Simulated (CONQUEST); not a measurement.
Worked example: self-consistent single point of C (P6_3/mmc, 8 atoms in the cell; from Materials Project mp-48, lattice scaled a little) in CONQUEST.

Method: CONQUEST with PBE, numerical atomic orbitals double-zeta with polarisation (the shipped basis), PseudoDojo norm-conserving potentials made for PBE.

```
CELL_PARAMETERS angstrom
      2.50011     0.00000     0.00000
      0.00000     4.33031     0.00000
      0.00000     0.00000     7.90685
ATOMIC_POSITIONS crystal
  C  0.00000 0.00000 0.25000
  C  0.00000 0.00000 0.75000
  C  0.00000 0.33333 0.25000
  C  0.50000 0.16667 0.75000
  C  0.50000 0.50000 0.25000
  C  0.50000 0.50000 0.75000
  C  0.50000 0.83333 0.25000
  C  0.00000 0.66667 0.75000
```

Reference input (self-consistent single point, DFT, LDA (PW92), numerical atomic orbitals double-zeta with polarisation (the shipped basis), PseudoDojo norm-conserving potentials made for LDA): basis = DZP; Diag.MPMeshX, Y, Z = 9 5 3; potentials = PseudoDojo norm-conserving LDA; Grid.GridCutoff = 140 Ha; DM.SolutionMethod = diagon; Diag.kT = 0.004998 Ha; Diag.GammaCentred = true; minE.SCTolerance = 1.0e-06; SC.MaxIters = 100; SC.LinearMixingFactor = 0.3; SC.KerkerPreCondition = true; SC.KerkerFactor = 0.5 1/bohr. This run's input differs from it in these lines:

```diff
@@ -1,2 +1,2 @@
-# files in the folder: C.ion (PseudoDojo LDA potentials, DZP orbitals)
+# files in the folder: C.ion (PseudoDojo PBE potentials, DZP orbitals)
 # file: Conquest_input
```

Log, with long lists cut:

```
    new_SC_potl: Starting.  Tolerance:  0.10000E-05

    PulayMixSC: Starting Pulay mixing, A_up =  0.300 A_dn =  0.300
    PulayMixSC: Spin non-polarised calculation.
    PulayMixSC: with Kerker preconditioning, q0 =  0.500
          Harris-Foulkes Energy            :       -48.232805282151176 Ha
          GroundState Energy (E-(1/2)TS)   :       -48.233388906026605 Ha
          Free Energy (E-TS)               :       -48.233972529902040 Ha
          DFT Total Energy                 :       -48.090016048221088 Ha
          Total number of electrons        :        32.000000000000767
   [... lines left out ...]
          Total number of electrons        :        32.000018610047675
    PulayMixSC: Pulay iteration    29 residual:              0.10066E-05
          Harris-Foulkes Energy            :       -48.132327092627563 Ha
          GroundState Energy (E-(1/2)TS)   :       -48.132882517010820 Ha
          Free Energy (E-TS)               :       -48.133437941394078 Ha
          DFT Total Energy                 :       -48.132327090105136 Ha
          Total number of electrons        :        32.000019078519720
    PulayMixSC: Pulay iteration    30 residual:              0.95553E-06
    PulayMixSC: Reached SCF tolerance of  0.95553E-06 after     30 iterations
      | Number of electrons      =        32.000019
      |* band energy as 2Tr[K.H] =       -17.376645681400721 Ha
      |  screened ion-ion energy =       -30.083658002264038 Ha
      |  Ha correction           =        -2.248648299997739 Ha
      |  XC correction           =         1.576587605787160 Ha
      | GS Energy as E-(1/2)TS   =       -48.132882517010820 Ha
      | Free Energy as E-TS      =       -48.133437941394078 Ha
      |* Harris-Foulkes energy   =       -48.132327092627563 Ha
      |* DFT total energy        =       -48.132327090105136 Ha
      |  estimated accuracy      =        -0.000000002522427 Ha

    force: Forces on atoms (Ha/A )
    force:  Atom   X              Y              Z
   [... lines left out ...]
    force: Maximum force :        0.00155679(Ha/A ) on atom         2 in y direction
   [... lines left out ...]
    force: Force Residual:        0.00155031 Ha/A
    force: Total stress:          6.98304487    -0.00000000     0.00000000 GPa
                             0.00000000     6.42633198    -0.00000000
                             0.00000000     0.00000000     0.47802036
    force: Average pressure:     -4.62913240 GPa

    force: Finished force
    get_E_and_F: Change in energy during last step of electronic optimisation:  0.14651E-06
```

The run converged in 30 iterations. CONQUEST prints the stress tensor with tension positive. Against the reference run the pressure goes from -10.04 to -4.63 GPa.

The program uses no crystal symmetry, so grid and mesh can part values that symmetry would make equal. The atom-centred basis is finite, which shifts total energies and pressures against plane waves. The structure comes from a collection of computed structures, made at another level of theory; the collection holds predicted forms beside known ones. Its lattice was then scaled. No clean gap shows at this smearing width and mesh (spacing up to 0.29 Å⁻¹); the mesh is coarse for partly filled bands, so the values carry mesh errors. Semi-local functionals can close small gaps.

Cost on one core: roughly 2.3 core-minutes.
